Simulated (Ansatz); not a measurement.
Here is the system:

MgS:
Space group Pm-3n (No. 223); a = b = c = 6.946 Å, α = β = γ = 90.00°

| atom | site | symmetry | x | y | z |
|---|---|---|---|---|---|
| Mg | 6c | -4m.2 | 0.0000 | 0.5000 | 0.2500 |
| S | 6d | -4m.2 | 0.0000 | 0.2500 | 0.5000 |

This is the r²SCAN-relaxed structure.

### Question
All from the program Ansatz at the r²SCAN level (PAW), unless another level is named. Give the Debye temperature from the elastic constants.

### Answer
304 K.

### Question
Predict the elastic constants (relaxed ions, GPa).

### Answer
C11 = 82.8, C12 = 29.8, C44 = 7.3.

The start of the workflow was typed in or built on a structure type; neither database checked (COD, Materials Project) lists it. COD files the formula under space group No. 225. Whether it is the stable phase at ambient conditions was not checked. The r²SCAN relaxation kept the symmetry of its start; its stability against distortions is not shown here.

Potentials: the earlier of the program's two PAW sets.
